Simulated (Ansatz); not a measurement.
Given:

Li2In:
```
Li2In
1.0
    2.37242    -4.98766     0.00000
    2.37242     4.98766     0.00000
    0.00000     0.00000     4.71261
Li In
4 2
Direct
  0.24258   0.75742   0.25000
  0.75742   0.24258   0.75000
  0.58964   0.41036   0.25000
  0.41036   0.58964   0.75000
  0.91302   0.08698   0.25000
  0.08698   0.91302   0.75000
```

This is the r²SCAN-relaxed structure.

**Question.** All from r²SCAN (plane waves, PAW; program Ansatz), unless another level is named. Predict the formation energy from the elements (no fitted shifts).

**Answer.** -0.35 eV/atom.

**Question.** What about the density of states at the Fermi level?

**Answer.** 0.24 states/eV per atom (mean over ±0.08 eV).

Space group Cmcm. The workflow started from a Materials Project entry (that database holds measured and hypothetical structures alike); the Crystallography Open Database copy checked does not list it. With Li and In taken as one species the cell has the higher symmetry Im-3m, so it may be an ordered model of a mixed-site phase. Whether it is the stable phase at ambient conditions was not checked. The r²SCAN relaxation kept the symmetry of its start; whether a distortion lowers the energy is not shown. The references are the lowest solids computed at this level, not always the standard phases. Spin–orbit coupling is left out wherever it is not named.

Potentials: the later of the program's two PAW sets.
